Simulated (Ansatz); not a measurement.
VBiO4 (scheelite type, space group I4_1/a)

```
VBiO4
1.0
   -2.58302     2.58302     5.88974
    2.58302    -2.58302     5.88974
    2.58302     2.58302    -5.88974
Bi V O
2 2 8
Direct
  0.75000   0.25000   0.50000
  0.00000   0.00000   0.00000
  0.25000   0.75000   0.50000
  0.50000   0.50000   0.00000
  0.07895   0.96647   0.38925
  0.57722   0.68970   0.61075
  0.71647   0.82722   0.38752
  0.43970   0.32895   0.61248
  0.67105   0.28353   0.11075
  0.17278   0.56030   0.88925
  0.03353   0.42278   0.11248
  0.31030   0.92105   0.88752
```

This relaxed cell (volume V₀) is scaled evenly in all directions, its shape held. The atoms relax within the cell's symmetry.

These are PBE (plane waves to 420 eV, PAW, scalar-relativistic; Ansatz, a program for electronic structure) values and carry that method's errors. k mesh 7×7×7 (Γ-centred), Fermi-Dirac smearing 0.05 eV. E stands for the smeared free energy. Stress and pressure are positive under compression. Some relaxations began with atoms very close together and may have settled on another branch. With the shape held, the modulus is that of even scaling; a crystal free to change shape is softer. Spin-orbit coupling is left out, though Bi is heavy. The PAW data are Ansatz's earlier set. This is one of several known forms of VBiO4; the measured ambient cells at hand have space group No. 15 or 60. VBiO4 is run without spin polarisation. VBiO4 was relaxed with its symmetry unable to fall. ΔE is measured from the relaxed starting cell.

```json
[
 {"V (Å³/atom)": "11.003", "ΔE (meV/atom)": "179.4"},
 {"V (Å³/atom)": "11.527", "ΔE (meV/atom)": "93.0"},
 {"V (Å³/atom)": "12.051", "ΔE (meV/atom)": "38.2"},
 {"V (Å³/atom)": "12.575", "ΔE (meV/atom)": "8.8"},
 {"V (Å³/atom)": "13.099", "ΔE (meV/atom)": "0.0"},
 {"V (Å³/atom)": "13.623", "ΔE (meV/atom)": "7.6"},
 {"V (Å³/atom)": "14.147", "ΔE (meV/atom)": "28.1"},
 {"V (Å³/atom)": "14.671", "ΔE (meV/atom)": "58.9"},
 {"V (Å³/atom)": "15.195", "ΔE (meV/atom)": "withheld"}
]
```

Task: Fit a third-order Birch-Murnaghan form (E₀, V₀, B₀, B₀′ free) to the given rows and predict ΔE at V = 15.195.

Result: Least squares on the 8 given rows: ΔE = E₀ + (9V₀B₀/16)·y²·[2 + (B₀′ − 4)y], y = (V₀/V)^(2/3) − 1, with V₀ = 13.103 Å³/atom, B₀ = 123.9 GPa (160.2 GPa = 1 eV/Å³; the term in eV is multiplied by 1000), B₀′ = 4.51, E₀ = 0.07 meV/atom; root-mean-square residual 0.11 meV/atom. At 15.195 the fit gives 98.4 meV/atom; the calculation gives 97.7 meV/atom, so the extrapolation is off by 0.7 (+0.7 %). For the pressure the fit gives -13.2 GPa against the computed -12.9 GPa.

(A scan under strain: stresses follow from slopes of the energy per volume, elastic moduli from its curvatures.)
